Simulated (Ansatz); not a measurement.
**How far is PAW off for SrCd?**

```xyz
2
Lattice="4.0030 0.0200 0.0200 0.0200 4.0030 0.0200 0.0200 0.0200 4.0030" Properties=species:S:1:pos:R:3 pbc="T T T"
Sr    2.0215    2.0215    2.0215
Cd    0.0000    0.0000    0.0000
```

Atoms are numbered in the order listed.

Conventional cell: a = 5.633 Å, b = 5.633 Å, c = 7.003 Å, α = 90.00°, β = 90.00°, γ = 120.00°. Sr (atom 1) has 8 Cd at 3.46 to 3.50 Å as nearest neighbours. Cd (atom 2) has 8 Sr at 3.46 to 3.50 Å as nearest neighbours.

The cell is COD entry 2310286, as deposited and not checked against the literature; nothing was relaxed. The listed cell was then made from it by scaling, straining or moving an atom.

All numbers are computed: DFT, LDA, PAW with Ansatz's default frozen-core files, scalar-relativistic (Ansatz 0.2.0); DFT, LDA, all-electron PAW with datasets made for the crystal, scalar-relativistic (Ansatz 0.2.0); DFT, LDA, all-electron LAPW, scalar-relativistic (Ansatz 0.2.0).

For PAW: a Γ-centred 10×10×10 k mesh, Fermi–Dirac smearing of 0.08 eV, cutoff 420 eV, no spin polarisation; the PAW files were made with PBE, and the program remakes their frozen cores for this functional. The crystal-made all-electron datasets (AE datasets) take a cutoff of 240 eV at this cell. LAPW targets a basis error of 0.5 meV/atom. The Ansatz runs share mesh, smearing and spin set-up. Plane-wave (PAW) pressures include the program's estimate of the Pulay term.

Stress and pressure are positive in compression.

The change that made this cell: equal xy, yz and zx engineering shear strains of +1 %.

```tsv
quantity	PAW	AE datasets	LAPW
pressure (GPa)	-2.04	-2.05	-2.05
stress yz (GPa)	-0.19	-0.19	-0.19
stress xz (GPa)	-0.19	-0.19	-0.19
stress xy (GPa)	-0.19	-0.19	-0.19
```

PAW's pressure differs from the LAPW value by about 0.01 GPa or less. Datasets made for the crystal and LAPW share parts of one code, so their agreement isn't an independent check.
